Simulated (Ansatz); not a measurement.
## Vibrational response of CsH at 40 GPa

The calculation used DFT LDA, scalar-relativistic, plane waves, PAW (Ansatz 0.2.0). Settings: 420 eV plane-wave cutoff, Γ-centred 8×8×8 mesh, fixed occupations. No spin polarisation. Phonons by linear response, acoustic sum rule imposed.

The cell, relaxed at 40 GPa:
```
CELL_PARAMETERS angstrom
3.02560 0.00000 0.00000
0.00000 3.02560 0.00000
0.00000 0.00000 3.02560
ATOMIC_POSITIONS crystal
Cs 0.00000 0.00000 0.00000
H 0.50000 0.50000 0.50000
```

Spin–orbit coupling is left out, which matters for heavy elements. Other phases may be more stable at this pressure. The run warned that the force constants aren't converged on this k mesh, so the frequencies and all that is formed from them are rough. The bands were filled as in an insulator; under compression the gap may have closed between mesh points.

Task: Give the high-frequency dielectric tensor ε∞.

Result:
```
6.66 0.00 0.00
0.00 6.66 0.00
0.00 0.00 6.66
```

Task: Give the Born effective charges.

Result:
| atom | Z*xx | Z*yy | Z*zz | mean |
| --- | --- | --- | --- | --- |
| Cs (atom 1) | 1.22 | 1.22 | 1.22 | 1.22 |
| H (atom 2) | -1.22 | -1.22 | -1.22 | -1.22 |

Task: How large is the static dielectric tensor with the ions free to move, and what share of it is ionic?

Result:
```
9.6 0.0 0.0
0.0 9.6 0.0
0.0 0.0 9.6
```
The ions give 31 % of its trace.

This CsCl-type form isn't the usual stable structure of the compound at low pressure.